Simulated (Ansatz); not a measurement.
Starting structure of a cell relaxation (symmetry kept):

Space group P6/mmm (No. 191). a = 3.002 Å, b = 3.002 Å, c = 3.365 Å, α = 90.00°, β = 90.00°, γ = 120.00°
```csv
atom,site,symmetry,x,y,z
B,2d,-6m2,0.3333,0.6667,0.5000
W,1a,6/mmm,0.0000,0.0000,0.0000
```

Method: DFT r2SCAN, scalar-relativistic, plane waves, PAW in Ansatz.

Settings: cutoff 500 eV, Γ-centred mesh 18×18×12 on the computed 3-atom cell, Gaussian smearing of 0.10 eV; no spin polarisation.

What does it relax to?

The volume drops by 0.01 Å³/atom to 8.74 Å³/atom, and the energy changes by under 0.1 meV/atom. Final structure:
```xyz
3
Lattice="3.0064 0.0000 0.0000 -1.5032 2.6036 0.0000 0.0000 0.0000 3.3514" Properties=species:S:1:pos:R:3 pbc="T T T"
B     0.0000    1.7357    1.6757
B     1.5032    0.8679    1.6757
W     0.0000    0.0000    0.0000
```

Spin–orbit coupling is left out, which can shift energies with elements as heavy as these.